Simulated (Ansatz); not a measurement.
A plane-wave DFT run in Ansatz 0.2.0 (scalar-relativistic PAW potentials unless the input names others): input and command.

```yaml
crystal:
  lattice:
    - [0.0, 2.2535006075, 2.2535006075]
    - [2.2535006075, 0.0, 2.2535006075]
    - [2.2535006075, 2.2535006075, 0.0]
  atoms:
    - { symbol: Ga, position: [0.0, 0.0, 0.0] }
    - { symbol: "N", position: [0.75, 0.75, 0.75] }
basis:
  ecutwfc: "58.8 Ry"
  precision: f64
kpoints:
  mp_grid: { grid: [10, 10, 10] }
hamiltonian:
  xc: r2scan
  dispersion: d3bjatm
scf:
  occupations: { method: gaussian, width: 0.02 }
  eigensolver: { kind: davidson }
output:
  forces: true
  eigenvalues: true
  stress: true
relax:
  adjacent_minimum: "off"
  f_tol: 0.005
  max_steps: 80
  cell: { stress_tol: 0.05 }
```

```bash
ansatz run input.yaml --threads 1 --pin off --max-ram 2560MiB --backend cpu --events-out ev --progress --plain --runs-dir out
```

Abridged log:
```
Basis set: ecut = 800.01475563 eV, 1243 PW (Γ), exchange–correlation on 120×120×120 points (64 copies of the dense FFT grid, shifted against one another)
Bands: 13, of which v1, the nominal top of the filled ones, is band 9 counted from 1 (8 counted from 0)
Symmetry: 24 space group operations
k-points: 47 of 1000 (time reversal used)
SCF iter   1: F=—  HF=-4176.550549 eV  |F-HF|=—  |Δ(HF+E_count)|=         —  Δρ=1.28e-2  dr2=1.42e-2  dr2_τ=9.25e-2  ethr=1.77e-3  ⟨swp⟩=5.9  Hψ=2660  notcnv=0
SCF iter   2: F=—  HF=-4176.581704 eV  |F-HF|=—  |Δ(HF+E_count)|=   3.12e-2  Δρ=4.74e-3  dr2=3.05e-3  dr2_τ=1.11e-4  ethr=7.87e-5  ⟨swp⟩=4.3  Hψ=2159  notcnv=0
SCF iter   3: F=—  HF=-4176.581809 eV  |F-HF|=—  |Δ(HF+E_count)|=   1.04e-4  Δρ=3.18e-3  dr2=7.63e-4  dr2_τ=5.85e-5  ethr=1.69e-5  ⟨swp⟩=3.9  Hψ=1658  notcnv=0
SCF iter   4: F=—  HF=-4176.581896 eV  |F-HF|=—  |Δ(HF+E_count)|=   8.75e-5  Δρ=8.14e-4  dr2=1.04e-4  dr2_τ=3.02e-5  ethr=4.24e-6  ⟨swp⟩=3.1  Hψ=1369  notcnv=0
SCF iter   5: F=—  HF=-4176.581894 eV  |F-HF|=—  |Δ(HF+E_count)|=   2.51e-6  Δρ=1.65e-4  dr2=5.38e-6  dr2_τ=3.09e-7  ethr=2.82e-8  ⟨swp⟩=4.0  Hψ=2689  notcnv=0
SCF iter   6: F=—  HF=-4176.581893 eV  |F-HF|=—  |Δ(HF+E_count)|=   7.92e-7  Δρ=1.15e-4  dr2=3.14e-6  dr2_τ=1.70e-7  ethr=2.82e-8  ⟨swp⟩=3.1  Hψ=1186  notcnv=0
SCF iter   7: F=—  HF=-4176.581892 eV  |F-HF|=—  |Δ(HF+E_count)|=   4.23e-7  Δρ=6.50e-5  dr2=9.92e-7  dr2_τ=1.32e-8  ethr=1.74e-8  ⟨swp⟩=2.0  Hψ=1041  notcnv=0
SCF iter   8: F=-4176.581892 eV  HF=-4176.581892 eV  |F-HF|=6.29e-8  |Δ(HF+E_count)|=   1.99e-7  Δρ=1.95e-5  dr2=9.34e-8  dr2_τ=1.36e-9  ethr=5.51e-9  ⟨swp⟩=2.7  Hψ=1093  notcnv=0
SCF 1 converged in 8 iterations: F = -4176.581892 eV  dr2 = 9.34e-8
  Residual-converged pass: ⟨swp⟩=4.0  Hψ=1828  notcnv=0  max |occ|·‖R‖ = 5.9e-6 eV (tolerance 6.7e-6 eV) dr2=7.68e-8  dr2_τ=8.83e-10  dr2_onsite=7.34e-9  max |Δocc| = 0.0e0
relax step   1: F+E_penalty+E_count = -4176.58189216 eV  Δ(F+E_penalty+E_count) = +0.000e0 eV  max|allowed force component| = 1.758e-16 eV/Å  Δτ_max = 0.0000 Å  P = -2.415 GPa  Ω = 22.888 Å³  (8 SCF iters, dr2 threshold 1.00e-7 eV, accepted)
Crystal: 2 atoms, lattice volume = 22.714 Å³
Basis set: ecut = 800.01475563 eV, 1211 PW (Γ), exchange–correlation on 120×120×120 points (64 copies of the dense FFT grid, shifted against one another)
Initial density: handed on by an earlier stage of this run
Initial wavefunctions: those handed on with the density
   ...
SCF iter   3: F=—  HF=-4176.584064 eV  |F-HF|=—  |Δ(HF+E_count)|=   1.80e-6  Δρ=7.90e-5  dr2=9.72e-7  dr2_τ=5.69e-8  ethr=2.13e-8  ⟨swp⟩=2.1  Hψ=1047  notcnv=0
SCF iter   4: F=-4176.584064 eV  HF=-4176.584064 eV  |F-HF|=2.04e-7  |Δ(HF+E_count)|=   4.48e-7  Δρ=3.06e-5  dr2=1.95e-7  dr2_τ=1.63e-8  ethr=5.40e-9  ⟨swp⟩=3.0  Hψ=1270  notcnv=0
SCF 3 converged in 4 iterations: F = -4176.584064 eV  dr2 = 1.95e-7
  Residual-converged pass: ⟨swp⟩=4.0  Hψ=1669  notcnv=0  max |occ|·‖R‖ = 8.3e-6 eV (tolerance 9.4e-6 eV) dr2=1.99e-7  dr2_τ=1.68e-8  dr2_onsite=9.35e-8  max |Δocc| = 0.0e0
relax step   3: F+E_penalty+E_count = -4176.58406411 eV  Δ(F+E_penalty+E_count) = -3.281e-4 eV  max|allowed force component| = 6.361e-17 eV/Å  Δτ_max = 0.0000 Å  P = +0.021 GPa  Ω = 22.603 Å³  energy of the carried Pulay correction = +2.181e-5 eV  (4 SCF iters, dr2 threshold 2.00e-7 eV, accepted)
Initial wavefunctions: pseudopotential atomic-orbital guess (no wavefunctions were taken with the density)
SCF iter   1: F=—  HF=-4176.584041 eV  |F-HF|=—  |Δ(HF+E_count)|=         —  Δρ=3.02e-5  dr2=1.72e-7  dr2_τ=2.08e-8  ethr=1.94e-6  ⟨swp⟩=6.3  Hψ=4922  notcnv=0
SCF iter   2: F=—  HF=-4176.584041 eV  |F-HF|=—  |Δ(HF+E_count)|=   6.50e-8  Δρ=1.42e-5  dr2=2.97e-8  dr2_τ=8.36e-9  ethr=9.55e-10  ⟨swp⟩=4.1  Hψ=1670  notcnv=0
SCF iter   3: F=—  HF=-4176.584041 eV  |F-HF|=—  |Δ(HF+E_count)|=   5.39e-9  Δρ=6.63e-6  dr2=3.85e-9  dr2_τ=3.26e-10  ethr=1.65e-10  ⟨swp⟩=3.0  Hψ=1169  notcnv=0
SCF iter   4: F=—  HF=-4176.584041 eV  |F-HF|=—  |Δ(HF+E_count)|=   1.44e-9  Δρ=8.88e-7  dr2=6.65e-11  dr2_τ=3.02e-11  ethr=1.00e-12  ⟨swp⟩=3.4  Hψ=2449  notcnv=0
SCF iter   5: F=—  HF=-4176.584041 eV  |F-HF|=—  |Δ(HF+E_count)|=  5.91e-11  Δρ=7.19e-7  dr2=6.34e-11  dr2_τ=2.56e-12  ethr=1.00e-12  ⟨swp⟩=4.0  Hψ=1449  notcnv=0
SCF iter   6: F=-4176.584041 eV  HF=-4176.584041 eV  |F-HF|=1.00e-11  |Δ(HF+E_count)|=  3.27e-11  Δρ=2.53e-7  dr2=7.66e-12  dr2_τ=7.94e-14  ethr=1.00e-12  ⟨swp⟩=2.0  Hψ=1034  notcnv=0
SCF 4 converged in 6 iterations: F = -4176.584041 eV  dr2 = 7.66e-12
  Residual-converged pass: ⟨swp⟩=5.0  Hψ=2159  notcnv=0  max |occ|·‖R‖ = 6.0e-9 eV (tolerance 1.0e-8 eV) dr2=2.13e-12  dr2_τ=6.22e-14  dr2_onsite=1.46e-12  max |Δocc| = 0.0e0
SCF converged after 6 iterations
Free energy (F): -4176.584041 eV
Harris-Foulkes:  -4176.584041 eV  (|F-HF|=1.00e-11)
Internal energy: -4176.584041 eV  (E = F + TS)
E sigma→0 (E₀):  -4176.584041 eV
Fermi energy:    10.669505 eV
  E_disp       = -0.207593  (pairwise vdW)
--- Forces (eV/Å), atoms counted from 1 ---
  atom   1  Ga     0.00000000     0.00000000     0.00000000
  atom   2  N      0.00000000     0.00000000     0.00000000
--- Stress (GPa, compression-positive) ---
        0.018957       0.000000       0.000000
        0.000000       0.018957       0.000000
        0.000000       0.000000       0.018957
  P = ⅓ Tr σ = 0.0190 GPa (0.190 kbar)
--- Relaxed structure (3 steps of the walk, 3 accepted, 1 SCFs on fresh bases) ---
  F+E_penalty+E_count = -4176.58404107 eV   max|allowed force component| = 8.327e-17 eV/Å   (the final SCF, on the basis selected at the relaxed cell)
  cell:  # Å, volume = 22.6034 Å³
    - [0.0, 2.24412883, 2.24412883]
    - [2.24412883, 0.0, 2.24412883]
    - [2.24412883, 2.24412883, 0.0]
  atoms:
    - { symbol: Ga, position: [0.0, 0.0, 0.0] }
    - { symbol: N, position: [0.75, 0.75, 0.75] }
```

Apart from outputs and empty bands, the input differs from a reference run on usual settings in basis.ecutwfc: 500 → "58.8 Ry"; scf.eigensolver.kind: not typed → "davidson"; basis.precision: not typed → "f64"; hamiltonian.dispersion: not typed → "d3bjatm". The reference, at the same start, ended its own course with a relaxed volume of 11.37 Å³/atom, pressure 0.00 GPa, largest force 0.000 eV/Å, gap on the mesh 2.17 eV. This run converged in 23 SCF iterations over all its steps (reference: 23) with an energy at zero smearing 105 meV/atom below the reference's (the Hamiltonian itself differs), a relaxed volume of 11.30 Å³/atom, pressure 0.02 GPa, largest force 0.000 eV/Å, gap on the mesh 2.21 eV.

The run took 37 s on 1 thread of Intel(R) Xeon(R) Platinum 8259CL CPU @ 2.50GHz (Skylake/Cascade Lake) (shared host), peak memory 0.52 GiB.